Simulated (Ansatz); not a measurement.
BeS:
```xyz
2
Lattice="0.0000 2.2949 2.2949 2.2949 0.0000 2.2949 2.2949 2.2949 0.0000" Properties=species:S:1:pos:R:3 pbc="T T T"
S      0.0000     0.0000     0.0000
Be     2.2949     2.2949     2.2949
```

Tensor components refer to the Cartesian frame of this cell.

Give the high-frequency dielectric tensor and the Born effective charge tensors of the independent atoms from DFPT, the program Ansatz at the PBEsol level (PAW).


ε∞:
```
9.20  0.00  0.00
0.00  9.20  0.00
0.00  0.00  9.20
```
Z* of atom 1 (S), rows: field, columns: displacement, in e:
```
-2.84   0.00   0.00
 0.00  -2.84   0.00
 0.00   0.00  -2.84
```
Z* of atom 2 (Be), rows: field, columns: displacement, in e:
```
2.84  0.00  0.00
0.00  2.84  0.00
0.00  0.00  2.84
```

Space group Fm-3m (rock salt). The start of the workflow was typed in or built on a structure type; neither database checked (COD, Materials Project) lists it. COD files the formula under space group No. 216. Whether it is the stable phase at ambient conditions was not checked. Symmetry was held in the PBEsol relaxation. At this level the phase is dynamically unstable (imaginary phonons).

Potentials: the later of the program's two PAW sets.
